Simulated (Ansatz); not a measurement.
input.yaml (Ansatz)

```yaml
crystal:
  lattice:
    - [3.5394053551, 0.0, 0.0]
    - [-1.7697026775, 3.0652149518, 0.0]
    - [0.0, 0.0, 11.4898213221]
  atoms:
    - { symbol: In, position: [0.0, 0.0, 1.0] }
    - { symbol: In, position: [0.0, 1.0, 0.5] }
    - { symbol: In, position: [0.3333333333, 0.6666666667, 0.25] }
    - { symbol: In, position: [0.6666666667, 0.3333333333, 0.75] }
hamiltonian:
  xc: blyp
  pseudopotentials:
    kind: paw
    azcp:
      In: "pseudopotentials/In.paw.azcp"
basis:
  ecutwfc: 420
  fft_grid_basis: typed
kpoints:
  mp_grid: { grid: [14, 14, 4], shift: [0, 0, 0] }
magnetization:
  spin_polarized: false
scf:
  occupations: { method: fermi_dirac, width: 0.1 }
```

and its output:

```
Engine: ansatz 0.2.0, x86_64-unknown-linux-gnu
Pseudopotentials: kind: paw
Pseudopotential: In, paw, valence charge 13, recommended cutoff 420 eV (normal) 
Functional definition: BLYP
  parameter beta = 0.0042
  parameter a = 0.04918
  parameter b = 0.132
  parameter c = 0.2533
  parameter d = 0.349
  exchange = b88_x(beta = beta)
  correlation = lyp_c(a = a, b = b, c = c, d = d)
Crystal: 4 atoms, lattice volume = 124.654 Å³
Basis set: ecut = 420 eV, 2421 PW (Γ), exchange–correlation on 48×48×160 points (8 copies of the dense FFT grid, shifted against one another)
Bands: 30, of which v1, the nominal top of the filled ones, is band 26 counted from 1 (25 counted from 0)
Symmetry: 24 space group operations
Space group: P63/mmc (ITA 194), of the structure as read, at distance tolerance 5.0e-5 Å
k-points: 72 of 784
Non-local potential: In, projectors of the file, l = 0: 2, l = 1: 2, l = 2: 2, l = 3: 2
PAW form: soft (Blöchl's): semilocal exchange-correlation on the pseudo side does not see the compensation charge
PAW frozen core: In, regenerated for the run's functional, and the local potential with it (the file was generated under x = pbe(κ = 0.804, μ = 0.2195149727645171), c = pbe(β = 0.06672455060314922))
PAW one-centre angular grid: In, 590 points (default); XC on 64 Gauss nodes
Initial density: superposition of atomic densities (neutral atoms: chi_scale 0, normalization atom), corrected by the library's trained network
Initial wavefunctions: pseudopotential atomic-orbital guess
Functional: x = b88, c = lyp
SCF iter   1: F=—  HF=-22455.263212 eV  |F-HF|=—  |Δ(HF+E_count)|=         —  Δρ=5.42e-3  dr2=2.70e-2  ethr=1.77e-3  ⟨swp⟩=6.7  Hψ=18968  notcnv=0  defer=2
automatic band count: the SCF goes on with 34 bands, as 30 were too few: the levels above may hold too much charge
SCF iter   2: F=—  HF=-22455.260693 eV  |F-HF|=—  |Δ(HF+E_count)|=   2.52e-3  Δρ=3.65e-3  dr2=1.31e-2  ethr=5.18e-5  ⟨swp⟩=1.0  Hψ=3027  notcnv=0  defer=4
SCF iter   3: F=—  HF=-22455.263200 eV  |F-HF|=—  |Δ(HF+E_count)|=   2.51e-3  Δρ=1.48e-3  dr2=2.00e-3  ethr=2.51e-5  ⟨swp⟩=3.0  Hψ=4324  notcnv=0  defer=4
SCF iter   4: F=—  HF=-22455.262641 eV  |F-HF|=—  |Δ(HF+E_count)|=   5.59e-4  Δρ=5.53e-4  dr2=4.22e-4  ethr=3.85e-6  ⟨swp⟩=2.3  Hψ=4180  notcnv=0  defer=4
SCF iter   5: F=—  HF=-22455.262654 eV  |F-HF|=—  |Δ(HF+E_count)|=   1.30e-5  Δρ=1.37e-4  dr2=1.76e-5  ethr=8.11e-7  ⟨swp⟩=2.0  Hψ=4267  notcnv=0  defer=4
SCF iter   6: F=—  HF=-22455.262654 eV  |F-HF|=—  |Δ(HF+E_count)|=   5.93e-8  Δρ=4.31e-5  dr2=2.29e-6  ethr=3.38e-8  ⟨swp⟩=3.0  Hψ=4375  notcnv=0  defer=4
SCF iter   7: F=—  HF=-22455.262656 eV  |F-HF|=—  |Δ(HF+E_count)|=   1.26e-6  Δρ=1.21e-5  dr2=1.41e-7  ethr=4.40e-9  ⟨swp⟩=2.2  Hψ=4182  notcnv=0  defer=4
SCF iter   8: F=-22455.262656 eV  HF=-22455.262656 eV  |F-HF|=3.85e-9  |Δ(HF+E_count)|=   3.94e-8  Δρ=5.21e-6  dr2=2.20e-8  ethr=1.92e-10  ⟨swp⟩=2.0  Hψ=4616  notcnv=0
SCF 1 converged in 8 iterations: F = -22455.262656 eV  dr2 = 2.20e-8
SCF converged after 8 iterations
Free energy (F): -22455.262656 eV
Harris-Foulkes:  -22455.262656 eV  (|F-HF|=3.85e-9)
Internal energy: -22455.188044 eV  (E = F + TS)
E sigma→0 (E₀):  -22455.225350 eV
Entropy (-TS):   -0.074612 eV (-18.653 meV/atom)
Fermi energy:    8.434993 eV
--- Per-component energies (eV) ---
  E_band       = -182.814025
  E_kinetic    = 961.537068
  E_local      = -4718.413991  (includes V_loc(G=0)·N_el)
  E_nonlocal   = 1456.038550
  E_hartree    = 1843.016394
  E_xc         = -854.030268
  E_vxc        = -390.283410  (∫ρ·V_xc dr)
  E_paw        = -16675.586854  (= ΣΔE_a)
  E_vpaw       = -1177.735102  (= ΣTr[D̂ρ^β])
  E_aug_tail   = 0.000107  (compensation charges beyond the density's cutoff)
  E_ewald      = -4466.992525
  E_core_change = -0.756526  (= ΣΔE_core)
  E_smearing   = -0.074612  (= −TS)
  E_closure    = -0.000000  (closes the sum)
  Σ components = -22455.262656   (vs F -22455.262656, Δ=0.00e0)
```
